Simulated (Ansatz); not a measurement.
A relaxed structure of ZnSe. Calculation: r2SCAN (plane waves to 500 eV, PAW, scalar-relativistic; Ansatz, a program for electronic structure).

```xyz
2
Lattice="0.0000 2.8332 2.8332 2.8332 0.0000 2.8332 2.8332 2.8332 0.0000" Properties=species:S:1:pos:R:3 pbc="T T T"
Se     4.2498     4.2498     4.2498
Zn     0.0000     0.0000     0.0000
```

### Question
Find the space group and the Wyckoff positions (tolerance 0.01 Å).

### Answer
Space group F-43m (No. 216); a = b = c = 5.6664 Å, α = β = γ = 90.00°

```tsv
atom	site	symmetry	x	y	z
Se	4c	-43m	0.2500	0.2500	0.2500
Zn	4a	-43m	0.0000	0.0000	0.0000
```

This is the zinc blende type.

### Question
Give the shortest distances between elements (the closest pairs, up to four, under 3.6 Å).

### Answer
Se–Zn 2.45 Å.

The volume per atom is 22.74 Å³. The density is 5.27 g/cm³ and the band gap is 1.86 eV, direct at Γ (no spin-orbit coupling).

No spin polarisation in the result.

Measured for ZnSe: a 5.6676 Å (room temperature; as listed in Martin Albrecht, Beate Paulus, Hermann Stoll, Phys. Rev. B (1997)); gap 2.87 eV (static lattice; corrected from measurement; as listed in Wei Chen et al., Physical Review Materials (2018)). Computed minus measured — a: r2SCAN 0.0 %; gap: r2SCAN -1.01 eV. The computed values are for a static lattice, and a measured gap can be an optical one, lowered by exciton binding.

The run could not lose the symmetry of its start.

All atoms sit on sites fixed by symmetry, so only the cell could relax.
